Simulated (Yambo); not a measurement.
Yambo run on NaTaO₃ (space group P4/mbm, No. 127). The wavefunctions are LDA (Quantum ESPRESSO, PseudoDojo norm-conserving, 88 Ry, scalar-relativistic) ones on a 2×2×4 mesh (40 occupied bands); a = b = 5.477 Å, c = 3.959 Å, α = β = γ = 90.00°.

Yambo input:

```
rim_cut
gw0
dyson
el_el_corr
HF_and_locXC
ppa
em1d
RandQpts= 1000000
RandGvec= 1 Ry
EXXRLvcs= 88 Ry
VXCRLvcs= 352 Ry
Chimod= "HARTREE"
% BndsRnXp
 5 | 84 |
%
NGsBlkXp= 7 Ry
% LongDrXp
 1.0 | 1.0 | 1.0 |
%
PPAPntXp= 27.2114 eV
% GbndRnge
 1 | 84 |
%
GTermKind= "none"
DysSolver= "n"
ExtendOut
% QPkrange
 1 | 1 | 41 | 41 |
 3 | 3 | 40 | 41 |
%
```

k points by index: 1 = Γ, 3 = Z.

Resulting energies as the program prints them:

```
#    K-point    Band    Eo [eV]    E [eV]    E-Eo [eV]    Vxc [eV]    Vnlxc [eV]    Sc|Eo [eV]    Sc|E [eV]    dSc/dw|Eo [eV]    Re(Z)    Im(Z)
#
    1    41    2.265100    4.397119    2.132019    -15.08807    -9.315154    -3.198113    -3.640903    -5.651088    0.828037    -0.001188
    3    40    0.000000    0.093606    0.093606    -19.97882    -25.10171    5.244703    5.216494    -8.212873    0.768154    -0.001452
    3    41    2.677666    4.916789    2.239124    -15.47593    -9.327225    -3.432333    -3.909583    -5.799513    0.824313    -0.001228
```
(The two width columns are left out.) Convergence of these settings isn't established.

Spin-orbit coupling is not included.

Geometry of the Materials Project entry, not relaxed at this level.

This is not the ordinary phase of the substance.
